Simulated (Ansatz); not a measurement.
The guess for Be2Se was made by a generator: random cell by space group and Wyckoff sites (P6/mmm, No. 191). Lengths were set from tabulated atomic sizes, so they are only a guess.

```cif
data_structure
_symmetry_space_group_name_H-M 'P6/mmm'
_symmetry_Int_Tables_number 191
_cell_length_a 4.7343
_cell_length_b 4.7343
_cell_length_c 2.6414
_cell_angle_alpha 90.000
_cell_angle_beta 90.000
_cell_angle_gamma 120.000
_cell_volume 51.27
loop_
_atom_site_label
_atom_site_type_symbol
_atom_site_symmetry_multiplicity
_atom_site_Wyckoff_symbol
_atom_site_fract_x
_atom_site_fract_y
_atom_site_fract_z
_atom_site_occupancy
Be1 Be 2 d 0.33333 0.66667 0.50000 1
Se1 Se 1 b 0.00000 0.00000 0.50000 1
```

Method: DFT PBE, scalar-relativistic, plane waves, PAW in Ansatz 0.2.0. Cutoff 420 eV, Gaussian smearing, Γ-centred meshes. Cell and atoms relax first on a coarse mesh and then on a finer one. In between, the cell is made exact in the group found at 0.06 Å. In metals the finer mesh still leaves noise of several meV/atom or more. The steps can't lower the symmetry of their start. No spin polarisation.

A guess keeps its type if space group and coordination stay and the shape of the cell changes little (axis ratios within about 15 %, angles within 6°); the volume may change.

Task: Does it keep its structure type, or change into something else?

Result: It keeps its type. The symmetry stays P6/mmm (No. 191). The volume per atom shrinks by 21.4 %, from 17.1 to 13.4 Å³. The shortest distance goes from 2.64 Å (Be–Be and Se–Se) to 2.45 Å (Be–Se and Be–Be). The ratio c/a of the conventional cell changes by a factor of 1.09. Counting neighbours within 15 % of an atom's shortest distance, the start has Be 8, Se 8 and the end Be 8, Se 8.

The last run used a 12×12×16 mesh (in the run's order of axes) for its 3-atom cell and Gaussian smearing of 0.10 eV. A structure relaxed within its symmetry needn't be a true minimum. Another cell of Be2Se relaxed alike, in C2/m, lies 0.81 eV/atom lower, so this cell isn't the stable form at this level.
